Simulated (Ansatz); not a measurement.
Question: Each is relaxed and computed with the program Ansatz at the PBEsol level (PAW). Which is the only one with a gap?
(A) TiSi, Pnma (Ti on 4c, Si on 4c)
(B) SiRh, Pnma (Si on 4c, Rh on 4c)
(C) Y3Si5, P-62m (Y on 3f, Si on 2d, Si on 3g)
(D) YF3, Pnma (Y on 4c, F on 8d, F on 4c)

Answer: D, YF3, Pnma (Y on 4c, F on 8d, F on 4c). YF3: gap 7.89 eV; TiSi: metal; Y3Si5: metal; SiRh: metal. Typed or built starts, not in the databases checked: Y3Si5, P-62m (Y on 3f, Si on 2d, Si on 3g). Standing as an ambient phase not checked: YF3, Pnma (Y on 4c, F on 8d, F on 4c); TiSi, Pnma (Ti on 4c, Si on 4c); SiRh, Pnma (Si on 4c, Rh on 4c). All cells were relaxed under the symmetry of their starts (and spin orders); stability against distortions was not tested throughout. Named crystals with no word on spin ran without spin polarisation. Scalar-relativistic: spin–orbit coupling is off unless named, which matters more the heavier the elements.

Potentials: the earlier of the program's two PAW sets. The files were generated under PBE; for other functionals the program regenerates the frozen cores, and for LDA and PBEsol the local potential too.
